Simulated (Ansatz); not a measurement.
**AlOs (Pm-3m): the size of the finite step**

```yaml
crystal:
  lattice:
    - [2.97300, 0.00000, 0.00000]
    - [0.00000, 2.97300, 0.00000]
    - [0.00000, 0.00000, 2.97300]
  atoms:
    - { symbol: Al, position: [0.00000, 0.00000, 0.00000] }
    - { symbol: Os, position: [0.50000, 0.50000, 0.50000] }
```

Level of theory, where no other is named: LDA, PAW on Ansatz 0.2.0's default frozen-core files (fitted under PBE), scalar-relativistic. k mesh 16×16×16, strains of ±0.003, Fermi-Dirac smearing of 0.050 eV, cutoff 420 eV. The cell was relaxed by PAW under this functional. The structure is one entry of a database and needn't be the stable phase.

(1) Elastic constants come from stresses at strains of ±0.003 (and twice that, four-point stencil): C11 = 389.8, C12 = 199.2, C44 = 169.5 GPa. What does an amplitude of 0.08 give?

Answers

(1) C11 = 379.4, C12 = 202.2, C44 = 167.9 GPa. A large step picks up anharmonic terms.

Caveats: frozen-core PAW files fitted under PBE, their cores solved anew for the functional of the run; responses of metals move with mesh and smearing; no spin-orbit coupling on heavy atoms.
